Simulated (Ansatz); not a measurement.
A geometry of P away from equilibrium: the start of the relaxation of a generated cell, P built in the AFLOW prototype A_oC8_64_f. Method: PBEsol (plane waves to 420 eV, PAW, scalar-relativistic; Ansatz, a first-principles code). Γ-centred k-mesh 10×10×8 on the run's cell, Fermi–Dirac smearing 0.05 eV.

```xyz
4
Lattice="1.6568 -5.2390 0.0000 1.6568 5.2390 0.0000 0.0000 0.0000 4.3763" Properties=species:S:1:pos:R:3 pbc="T T T"
P      1.6568     1.0654     2.5407
P      1.6568    -1.0654     1.8356
P      1.6568    -4.1736     4.0237
P      1.6568     4.1736     0.3526
```

**Question.** Give the Cartesian forces on all atoms (eV/Å).

**Answer.** 
```
atom    Fx     Fy     Fz
----  ----  -----  -----
P1    0.00   0.08  -0.06
P2    0.00  -0.08   0.06
P3    0.00   0.08   0.06
P4    0.00  -0.08  -0.06
```

**Question.** What is the pressure?

**Answer.** -0.8 GPa, compression positive.

**Question.** How much energy per atom can still be gained by relaxing?

**Answer.** under 0.01 eV/atom; the path ends in Cmce (No. 64) (black phosphorus structure).

No spin polarisation in the result. Without a van der Waals term the distances between weakly bound units are poorly fixed.

The run could not lose the symmetry of its start.
